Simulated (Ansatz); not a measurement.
**Structure search: one Si₄F candidate**

All numbers below come from DFT PBE, scalar-relativistic, plane waves, PAW (Ansatz). Cutoff 420 eV, Gaussian smearing, Γ-centred meshes. Cell and atoms relax first on a coarse mesh and then on a finer one. In between, the cell is made exact in the group found at 0.06 Å. In metals the finer mesh still leaves noise of several meV/atom or more. The steps can't lower the symmetry of their start. No spin polarisation in the relaxation; trial moments died out in a coarse test.

The cell of Si₄F is invented: random cell by space group and Wyckoff sites (P6/mmm, No. 191). Lengths were set from tabulated atomic sizes, so they are only a guess.

Space group P6/mmm (No. 191). a = 4.201 Å, b = 4.201 Å, c = 4.991 Å, α = 90.00°, β = 90.00°, γ = 120.00°
```tsv
atom	site	symmetry	x	y	z
Si	3f	mmm	0.5000	0.0000	0.0000
Si	1a	6/mmm	0.0000	0.0000	0.0000
F	1b	6/mmm	0.0000	0.0000	0.5000
```

Formation energies are uncorrected and refer to the elements' standard structures at the same level (F₂ as a molecule).

Question: Describe the relaxed structure.

Answer: The symmetry stays P6/mmm (No. 191). The volume per atom grows by 13.4 %, from 15.3 to 17.3 Å³. The shortest distance goes from 2.10 Å (Si–Si) to 1.94 Å (Si–F). The ratio c/a of the conventional cell changes by a factor of 0.64. The energy falls by about 1.3 eV/atom (the start's value is from the coarse mesh). Conventional cell: a = 5.072 Å, c = 3.885 Å. Around Si on a site of symmetry mmm lie 6 Si at 2.54 Å; Si on a site of symmetry 6/mmm has 2 F at 1.94 Å and 6 Si at 2.54 Å; F is surrounded by 2 Si at 1.94 Å.

```xyz
5
Lattice="5.0717 0.0000 0.0000 -2.5358 4.3922 0.0000 0.0000 0.0000 3.8849" Properties=species:S:1:pos:R:3 pbc="T T T"
Si    2.5358    0.0000    0.0000
Si   -1.2679    2.1961    0.0000
Si    1.2679    2.1961    0.0000
Si    0.0000    0.0000    0.0000
F     0.0000    0.0000    1.9424
```

Question: How does it come out in energy, and is it a metal?

Answer: The energy over the elements is +0.10 eV/atom and the gap on the 12×12×10 mesh of the 5-atom cell is 0 eV (a metal).

It can't be a ground state, since the elements alone are lower.

The last run used Gaussian smearing of 0.10 eV. A structure relaxed within its symmetry needn't be a true minimum. In all, the 3 runs took 46 s on 1 thread of Intel(R) Xeon(R) 6975P-C (Granite Rapids), on a shared host. Another cell of Si4F relaxed alike, in I4/mmm, lies 279 meV/atom lower, so this cell isn't the stable form at this level.
